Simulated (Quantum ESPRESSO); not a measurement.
## Mo2PdTa2Cu3 (input and log of a self-consistent run)

Simulated, not a measurement. The program is pw.x of Quantum ESPRESSO 7.5 (plane-wave density functional theory). The cell is made up: eight metal atoms on a face-centred cubic lattice, with elements, volume, strain and displacements drawn at random and not relaxed, so it may be unstable or far from any real phase. PseudoDojo standard norm-conserving files set the functional (PBE unless stated); there is no spin polarisation or spin-orbit coupling, the Fermi-Dirac width of 0.25 eV means electrons at about 2900 K, and the masses in the input are unused placeholders. The copper pseudopotential is less sure than most, with forces differing by about three percent and pressure by about two GPa from a second method on plain copper. Heavy elements are run without spin-orbit coupling, which real alloys of them have. A spin test at this wide smearing found no moment, but such smearing suppresses magnetism that the real alloy may have.

Input:

```
&control calculation='scf', pseudo_dir='./dojo.nc.sr.pbe.v0_5.standard.upf', outdir='./o', disk_io='minimal', tprnfor=.true., tstress=.true. /
&system ibrav=0, nat=8, ntyp=4, nbnd=79, ecutwfc=92.02030273, nosym=.true., tot_charge=0,
 occupations='smearing', smearing='fd', degauss=0.0183746611
/
&electrons conv_thr=1.470e-08, electron_maxstep=70, mixing_beta=0.5 /
ATOMIC_SPECIES
Cu 1.0 Cu.upf
Mo 1.0 Mo.upf
Pd 1.0 Pd.upf
Ta 1.0 Ta.upf
CELL_PARAMETERS angstrom
-0.0051 -1.9031 -1.882
1.9189 3.8465 -1.9173
7.7382 -3.8707 3.8488
ATOMIC_POSITIONS angstrom
Mo 0.0184 0.0615 -0.1771
Pd 3.8392 -1.9389 2.0372
Ta 3.8513 0.0336 0.0245
Mo 7.7599 -2.0137 1.9116
Cu 1.8163 -1.9526 -0.0616
Ta 5.7169 -3.7803 1.9861
Cu 1.8385 -0.0228 -1.8234
Cu 5.6884 -1.9469 -0.0355
K_POINTS automatic
9 5 3 1 1 1
```

The log is shortened where brackets say so; the opening notice, blank lines, dates and the lines on written files are dropped, and the path of the files is cut. It prints rydbergs, bohrs and kilobars, and counts compression as positive stress. Its total energy is the free energy E - TS of the whole cell.

```
     Program PWSCF v.7.5
     Parallel version (MPI & OpenMP), running on       4 processor cores
     Number of MPI processes:                 4
     Threads/MPI process:                     1
     [start-up lines left out]
     bravais-lattice index     =            0
     lattice parameter (alat)  =       5.0579  a.u.
     unit-cell volume          =     757.4945 (a.u.)^3
     number of atoms/cell      =            8
     number of atomic types    =            4
     number of electrons       =       129.00
     number of Kohn-Sham states=           79
     kinetic-energy cutoff     =      92.0203  Ry
     charge density cutoff     =     368.0812  Ry
     scf convergence threshold =      1.5E-08
     mixing beta               =       0.5000
     number of iterations used =            8  plain     mixing
     Exchange-correlation= PBE
                           (   1   4   3   4   0   0   0)
     [axes and pseudopotential details left out]
   Cartesian axes
     site n.     atom                  positions (alat units)
         1        Mo     tau(   1) = (   0.0068746   0.0229776  -0.0661681  )
         2        Pd     tau(   2) = (   1.4344019  -0.7244118   0.7611386  )
         3        Ta     tau(   3) = (   1.4389227   0.0125536   0.0091537  )
         4        Mo     tau(   4) = (   2.8992538  -0.7523586   0.7142120  )
         5        Cu     tau(   5) = (   0.6786060  -0.7295304  -0.0230150  )
         6        Ta     tau(   6) = (   2.1359481  -1.4123956   0.7420467  )
         7        Cu     tau(   7) = (   0.6869004  -0.0085185  -0.6812587  )
         8        Cu     tau(   8) = (   2.1252999  -0.7274008  -0.0132635  )
     number of k points=    68  Fermi-Dirac smearing, width (Ry)=  0.0184
                       cart. coord. in units 2pi/alat
        k(    1) = (   0.0878848  -0.0091493  -0.0699955), wk =   0.0296296
        k(    2) = (  -0.0851928   0.0484135  -0.1277346), wk =   0.0296296
     [further k points left out]
     Dense  grid:    90317 G-vectors     FFT dimensions: (  32,  60, 120)
     Estimated max dynamical RAM per process >     406.87 MB
     Estimated total dynamical RAM >       1.52 GB
     Initial potential from superposition of free atoms
     starting charge     128.9942, renormalised to     129.0000
     Starting wfcs are   79 randomized atomic wfcs
     total cpu time spent up to now is        9.4 secs
     per-process dynamical memory:   333.9 Mb
     Self-consistent Calculation
     iteration #  1     ecut=    92.02 Ry     beta= 0.50
     Davidson diagonalization with overlap
     ethr =  1.00E-02,  avg # of iterations =  5.2
     total cpu time spent up to now is       34.4 secs
     total energy              =   -1939.49989854 Ry
     estimated scf accuracy    <      16.44208991 Ry
     iteration #  2     ecut=    92.02 Ry     beta= 0.50
     Davidson diagonalization with overlap
     ethr =  1.00E-02,  avg # of iterations =  4.1
     total cpu time spent up to now is       61.4 secs
     total energy              =   -1937.87617304 Ry
     estimated scf accuracy    <     219.64209107 Ry
     iteration #  3     ecut=    92.02 Ry     beta= 0.50
     Davidson diagonalization with overlap
     ethr =  1.00E-02,  avg # of iterations =  6.3
     total cpu time spent up to now is       90.8 secs
     total energy              =   -1948.99528116 Ry
     estimated scf accuracy    <      19.96443964 Ry
     iteration #  4     ecut=    92.02 Ry     beta= 0.50
     Davidson diagonalization with overlap
     ethr =  1.00E-02,  avg # of iterations =  2.0
     total cpu time spent up to now is      109.6 secs
     total energy              =   -1950.23494968 Ry
     estimated scf accuracy    <       8.42087947 Ry
     iteration #  5     ecut=    92.02 Ry     beta= 0.50
     Davidson diagonalization with overlap
     ethr =  6.53E-03,  avg # of iterations =  1.4
     total cpu time spent up to now is      127.5 secs
     total energy              =   -1950.16903250 Ry
     estimated scf accuracy    <       3.40717737 Ry
     [iterations 6 to 15 left out]
     iteration # 16     ecut=    92.02 Ry     beta= 0.50
     Davidson diagonalization with overlap
     ethr =  1.59E-09,  avg # of iterations =  1.9
     total cpu time spent up to now is      335.8 secs
     total energy              =   -1950.08221437 Ry
     estimated scf accuracy    <       0.00000170 Ry
     iteration # 17     ecut=    92.02 Ry     beta= 0.50
     Davidson diagonalization with overlap
     ethr =  1.32E-09,  avg # of iterations =  1.0
     total cpu time spent up to now is      353.6 secs
     total energy              =   -1950.08221447 Ry
     estimated scf accuracy    <       0.00000023 Ry
     iteration # 18     ecut=    92.02 Ry     beta= 0.50
     Davidson diagonalization with overlap
     ethr =  1.79E-10,  avg # of iterations =  2.0
     total cpu time spent up to now is      372.6 secs
     total energy              =   -1950.08221449 Ry
     estimated scf accuracy    <       0.00000002 Ry
     iteration # 19     ecut=    92.02 Ry     beta= 0.50
     Davidson diagonalization with overlap
     ethr =  1.43E-11,  avg # of iterations =  2.2
     total cpu time spent up to now is      393.5 secs
     total energy              =   -1950.08221450 Ry
     estimated scf accuracy    <       0.00000002 Ry
     iteration # 20     ecut=    92.02 Ry     beta= 0.50
     Davidson diagonalization with overlap
     ethr =  1.22E-11,  avg # of iterations =  1.8
     total cpu time spent up to now is      412.1 secs
     End of self-consistent calculation
     [lines on levels left out]
!    total energy              =   -1950.08221450 Ry
     estimated scf accuracy    <          1.7E-09 Ry
     smearing contrib. (-TS)   =      -0.07814695 Ry
     internal energy E=F+TS    =   -1950.00406755 Ry
     The total energy is F=E-TS. E is the sum of the following terms:
     one-electron contribution =    -853.59463972 Ry
     hartree contribution      =     509.15420657 Ry
     xc contribution           =    -283.15693977 Ry
     ewald contribution        =   -1322.40669463 Ry
     convergence has been achieved in  20 iterations
     Forces acting on atoms (cartesian axes, Ry/au):
     atom    1 type  2   force =     0.04280302   -0.05640703    0.06704603
     atom    2 type  3   force =    -0.02337754    0.05065960   -0.07013234
     atom    3 type  4   force =    -0.06136754   -0.01928771    0.00985982
     atom    4 type  2   force =    -0.00737455    0.04071179   -0.03425592
     atom    5 type  1   force =     0.00238674   -0.00431002    0.01723768
     atom    6 type  4   force =    -0.03933245   -0.01017430    0.00852874
     atom    7 type  1   force =     0.06831259    0.01030372   -0.03604565
     atom    8 type  1   force =     0.01794974   -0.01149605    0.03776164
     Total force =     0.186167     Total SCF correction =     0.000211
     Computing stress (Cartesian axis) and pressure
          total   stress  (Ry/bohr**3)                   (kbar)     P=      199.67
   0.00169146  -0.00010703  -0.00008857          248.82      -15.74      -13.03
  -0.00010703   0.00115258   0.00014992          -15.74      169.55       22.05
  -0.00008857   0.00014992   0.00122794          -13.03       22.05      180.64
     init_run     :      8.76s CPU      9.23s WALL (       1 calls)
     electrons    :    390.10s CPU    402.72s WALL (       1 calls)
     forces       :      3.09s CPU      3.12s WALL (       1 calls)
     stress       :     10.46s CPU     10.48s WALL (       1 calls)
     [timing details left out]
     PWSCF        :   6m52.56s CPU   7m 5.81s WALL
     JOB DONE.
```

In other units: free energy -26532.220 eV for the cell, pressure 19.97 GPa, largest force component 1.803 eV/Å in size. The run took 428 s of wall time with four MPI processes on a shared machine (AMD EPYC, older, virtual cores), so the time is rough. A rerun of this cell at a higher cutoff and on a denser mesh moved values by no more than 0.014 eV in energy, 0.12 GPa in stress and 0.012 eV/Å in force, and a second program with other atomic files agreed on that cell to 2 % rms in force and 0.5 GPa in pressure.